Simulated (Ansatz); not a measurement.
SiC (zincblende), relaxed with r2SCAN: 8 runs in Ansatz 0.2.0, each a construction of maximally localised Wannier functions. Space group F-43m (No. 216), cubic; conventional cell a = 4.356 Å, 10.33 Å³ an atom. Around Si lie 4 C at 1.89 Å; around C lie 4 Si at 1.89 Å. Spin-unpolarised throughout; all numbers are computed.

```xyz
2
Lattice="0.0000 2.1781 2.1781 2.1781 0.0000 2.1781 2.1781 2.1781 0.0000" Properties=species:S:1:pos:R:3 pbc="T T T"
Si    0.0000    0.0000    0.0000
C     1.0890    1.0890    1.0890
```

Windows count from the top of the filled bands; a dash means that no such window was set (without an outer window there is no disentanglement).

```tsv
functional	SCF mesh	trial orbitals	functions	mesh	window (eV)	frozen (eV)	Ω total (Å²)	Ω invariant (Å²)	largest spread (Å²)	least projectability	interpolation miss of the model's filled bands (eV, to the nearest computed level)
PBE	8×8×8	C s, C p	4	6×6×6	–	–	4.48	3.88	1.12	0.81	0.085
PBE	8×8×8	C s, C p	4	4×4×4	–	–	3.99	3.41	1.00	0.82	0.336
PBE	8×8×8	C s, C p	4	10×10×10	–	–	4.78	4.19	1.19	0.81	0.010
PBE	8×8×8	C p	3	6×6×6	–	–	5.75	5.47	1.92	0.51	0.083
r2SCAN	8×8×8	C s, C p	4	6×6×6	–	–	4.39	3.80	1.10	0.82	0.079
r2SCAN	8×8×8	C p	3	6×6×6	–	–	5.55	5.30	1.85	0.53	0.078
HSE06	6×6×6	C s, C p	4	6×6×6	–	–	4.35	3.77	1.09	0.82	–
HSE06	6×6×6	C p	3	6×6×6	–	–	5.57	5.31	1.86	0.52	–
```

For C s, C p with PBE the spread goes 3.99 Å² (4×4×4), 4.48 Å² (6×6×6), 4.78 Å² (10×10×10): finite differences on a coarse mesh understate it.
